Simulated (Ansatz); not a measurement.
Q: Each is relaxed and computed with PBE (plane waves, PAW; program Ansatz). Which is the only metal?
(A) SiC, P6_222 (Si on 3d, C on 3c)
(B) TiSi, P-6m2 (Ti on 1a, Si on 1f)
(C) CoLi7Nb7O24Ti, P1 (Pearson symbol aP40)
(D) CaTiO3, R3c (Ca on 6a, Ti on 6a, O on 18b)

A: B, TiSi, P-6m2 (Ti on 1a, Si on 1f). TiSi: metal; SiC: gap 0.87 eV (indirect); CoLi7Nb7O24Ti: gap 0.59 eV; CaTiO3: gap 2.99 eV (indirect). Spin orders computed, not proven ground states: CoLi7Nb7O24Ti, P1 (Pearson symbol aP40) ferromagnetic. Constructed cells (a structure type filled with these elements, in neither database checked): TiSi, P-6m2 (Ti on 1a, Si on 1f); SiC, P6_222 (Si on 3d, C on 3c). Typed or built starts, not in the databases checked: CoLi7Nb7O24Ti, P1 (Pearson symbol aP40); CaTiO3, R3c (Ca on 6a, Ti on 6a, O on 18b). Not the usual ambient phase: SiC, P6_222 (Si on 3d, C on 3c). Began spin-polarised and lost the moments: CaTiO3, R3c (Ca on 6a, Ti on 6a, O on 18b). All cells were relaxed under the symmetry of their starts (and spin orders); stability against distortions was not tested throughout. Rows with no word on spin ran without spin polarisation. No Hubbard U is applied. Spin–orbit coupling is left out wherever it is not named.

Potentials: the later of the program's two PAW sets.
